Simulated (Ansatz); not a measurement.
# Na (sc type) under strong compression

```
CELL_PARAMETERS angstrom
3.29328 0.00000 0.00000
0.00000 3.29328 0.00000
0.00000 0.00000 3.29328
ATOMIC_POSITIONS crystal
Na 0.00000 0.00000 0.00000
```

The cell comes from a relaxation on PAW files under the same functional, begun from a prototype that needn't be the stable phase.

Its volume is scaled at fixed shape and fractional positions.

All numbers are LDA results (scalar-relativistic) from Ansatz 0.2.0, with a Γ-centred 12×12×12 k mesh, Fermi–Dirac smearing of 0.05 eV, no spin polarisation. Methods: LAPW: all electrons, basis error target 1 meV/atom; PAW: frozen-core files, cutoff 420 eV; crystal datasets: all electrons, by PAW datasets that the program makes for each cell; norm-conserving: pseudopotentials, cutoff 1197 eV; PAW (cutoff 300 eV): frozen-core files, cutoff 300 eV.

Energies are extrapolated to zero smearing and count from the unscaled cell; pressure is positive in compression; gaps take the mesh and a band path. No temperature or zero-point motion is included.

The PAW files were made under PBE. The structure type is held throughout; the real material can change phase at far lower pressure.

```
V/V0  V (Å³/atom)  P LAPW (GPa)  ΔE LAPW (eV/atom)  P PAW − LAPW (GPa)  ΔE PAW − LAPW (meV/atom)
1.00        35.72          0.00              0.000                0.00                       0.0
0.88        31.43             ?              0.014                0.00                       0.1
0.78        27.86          2.89              0.058                0.00                       0.1
0.68        24.29          5.79              0.152                0.00                       0.2
0.58        20.72         11.05              0.333                0.00                       0.2
0.50        17.86         18.66              0.592                0.00                       0.3
0.43        15.36             ?              0.966                0.00                       0.3
```

Task: What belongs in the row "0.88", column "P LAPW (GPa)"?

Result: 1.19.

Task: Give the missing entry: row "0.43", column "P LAPW (GPa)".

Result: 30.4.

Task: Fit the Vinet equation to the LAPW pressures over the whole range, with residuals weighted by 1/(|P| + 0.03·Pmax).

Result: V0 = 35.75 Å³/atom, B0 = 6.84 GPa and B0′ = 4.31, and the fit misses no point by more than 0.47 GPa. A fit over so wide a range pins B0 less well than one near rest.

Task: From the table, what is the rise of the enthalpy H = E + pV up to the last row, and how stiff is the crystal between the last two rows?

Result: ΔH = 0.966 eV + (30.4 GPa × 15.36 Å³ − 0.00 GPa × 35.72 Å³) × 0.006242 eV/(GPa·Å³) = 3.88 eV/atom, of which pV makes 75 %. The mean bulk modulus there is −ΔP/Δln V = 77.8 GPa.

Task: At the smallest volume, how far do crystal datasets and norm-conserving and PAW (cutoff 300 eV) lie from LAPW in pressure?

Result: crystal datasets: 0.00 GPa; norm-conserving: +0.08 GPa; PAW (cutoff 300 eV): -0.05 GPa, on a LAPW pressure of 30.4 GPa.
